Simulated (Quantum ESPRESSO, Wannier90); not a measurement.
Wannier functions of HfS₂ (CdI2 type)

Materials Project entry mp-985829; symmetrised, unrelaxed at this level. Not found in the COD (Crystallography Open Database) copy used; not checked further. Method: PBEsol plane waves in Quantum ESPRESSO 7.5 (PseudoDojo norm-conserving files, 47 Ry, no spin polarisation, no spin-orbit coupling), Bloch states on a 12×12×6 mesh through Γ, Wannier90 4.0.1. Density: 12×12×6 mesh, cold smearing 0.01 Ry. The cell is built of weakly bound layers, chains or molecules, whose nearest atoms lie 3.83 Å apart. Database cells relaxed without dispersion often hold them too far apart, which can enlarge gaps and weakens couplings between them; spacing and stacking were not compared with the measured crystal. Spin-orbit coupling is left out although heavy elements are present.

```
begin unit_cell_cart
ang
    3.6396599908    0.0000000000    0.0000000000
   -1.8198299954    3.1520380132    0.0000000000
    0.0000000000    0.0000000000    6.0555600000
end unit_cell_cart
mp_grid = 12 12 6
```

Question: Which shells of neighbouring k-points and which b-vectors and weights does Wannier90 pick for this cell and mesh?

Answer: 
```
 *---------------------------------- K-MESH ----------------------------------*
 +----------------------------------------------------------------------------+
 |                    Distance to Nearest-Neighbour Shells                    |
 |                    ------------------------------------                    |
 |          Shell             Distance (Ang^-1)          Multiplicity         |
 |          -----             -----------------          ------------         |
 |             1                   0.166114                      6            |
 |             2                   0.172932                      2            |
 |             3                   0.239790                     12            |
 |             4                   0.287719                      6            |
 |             5                   0.332229                      6            |
 |             6                   0.335689                     12            |
 |             7                   0.345863                      2            |
 |             8                   0.374541                     12            |
       ... (lines left out)
 +----------------------------------------------------------------------------+
 | The b-vectors are chosen automatically                                     |
 | The following shells are used:                       1,  2                 |
 +----------------------------------------------------------------------------+
 |                        Shell   # Nearest-Neighbours                        |
 |                        -----   --------------------                        |
 |                          1               6                                 |
 |                          2               2                                 |
 +----------------------------------------------------------------------------+
 | Completeness relation is fully satisfied [Eq. (B1), PRB 56, 12847 (1997)]  |
 +----------------------------------------------------------------------------+
 |                  b_k Vectors (Ang^-1) and Weights (Ang^2)                  |
 |                  ----------------------------------------                  |
 |            No.         b_k(x)      b_k(y)      b_k(z)        w_b           |
 |            ---        --------------------------------     --------        |
 |             1         0.000000    0.166114    0.000000    12.079929        |
 |             2         0.143859    0.083057    0.000000    12.079929        |
 |             3         0.000000   -0.166114    0.000000    12.079929        |
 |             4         0.143859   -0.083057    0.000000    12.079929        |
 |             5        -0.143859   -0.083057    0.000000    12.079929        |
 |             6        -0.143859    0.083057    0.000000    12.079929        |
 |             7         0.000000    0.000000    0.172932    16.719427        |
 |             8         0.000000    0.000000   -0.172932    16.719427        |
```
